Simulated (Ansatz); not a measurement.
### Question
Name crystals whose computed values (plane-wave PAW PBEsol (Ansatz code)) fall in these windows: G_Hill (GPa) 120 to 160; B₀ by P(V) fit (GPa) 310 to 390; Θ_D (K) 360 to 490.

### Answer


```csv
crystal,G_Hill (GPa),B₀ by P(V) fit (GPa),Θ_D (K)
"TaN, rock salt",135,356,451
```
Others may fit too.

The cell was relaxed under the symmetry of its start. Rows with no word on spin ran without spin polarisation. Scalar-relativistic: spin–orbit coupling is off unless named, which matters more the heavier the elements.

Potentials: the later of the program's two PAW sets.
